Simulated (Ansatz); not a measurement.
Tl$_{2}$SnS$_{3}$:
```cif
data_S6Sn2Tl4
_chemical_formula_sum 'Tl4 Sn2 S6'
_space_group_name_H-M_alt 'P 1'
_space_group_IT_number 1
_cell_length_a 11.24579
_cell_length_b 11.24579
_cell_length_c 7.18705
_cell_angle_alpha 87.657
_cell_angle_beta 92.343
_cell_angle_gamma 160.515
loop_
_space_group_symop_operation_xyz
  'x, y, z'
loop_
_atom_site_label
_atom_site_type_symbol
_atom_site_fract_x
_atom_site_fract_y
_atom_site_fract_z
_atom_site_occupancy
Tl1 Tl 0.34009 0.65991 0.22571 1
Tl2 Tl 0.65991 0.34009 0.77429 1
Tl3 Tl 0.50950 0.49050 0.25328 1
Tl4 Tl 0.49050 0.50950 0.74672 1
Sn1 Sn 0.15352 0.84648 0.26799 1
Sn2 Sn 0.84648 0.15352 0.73201 1
S1 S 0.08598 0.91402 0.00290 1
S2 S 0.91402 0.08598 0.99710 1
S3 S 0.08900 0.91100 0.52224 1
S4 S 0.91100 0.08900 0.47776 1
S5 S 0.72308 0.27692 0.26670 1
S6 S 0.27692 0.72308 0.73330 1
```

Relaxed with LDA.

Q: Tabulate the valence density and the electron localisation function along the shortest Tl–Tl contact (3.59 Å), plane-wave PAW LDA (Ansatz code).

A: 

```csv
distance from Tl (Å),density (e/Å³),ELF
0.36,5.68,0.02
0.54,3.59,0.16
0.72,2.03,0.36
0.90,1.03,0.44
1.08,0.50,0.40
1.26,0.25,0.33
1.44,0.13,0.23
1.61,0.09,0.10
1.79,0.07,0.06
1.97,0.09,0.10
2.15,0.13,0.23
2.33,0.25,0.33
2.51,0.50,0.40
2.69,1.03,0.44
2.87,2.03,0.36
3.05,3.59,0.16
3.23,5.68,0.02
```

The density is the valence pseudo-density with augmentation charge, so density and ELF within about 1 Å of a nucleus are not all-electron values.

Space group C2/m. The workflow started from a Materials Project entry (that database holds measured and hypothetical structures alike); the Crystallography Open Database files this formula in space group No. 12, but the cells were not matched. Its standing as an ambient phase is unchecked. The cell was relaxed with LDA under the symmetry of its start; its stability against distortions is not shown here. A crystal of weakly bound units computed without a dispersion correction: the cell and the soft elastic constants depend strongly on that. Spin–orbit coupling is left out wherever it is not named.

Potentials: the later of the program's two PAW sets.
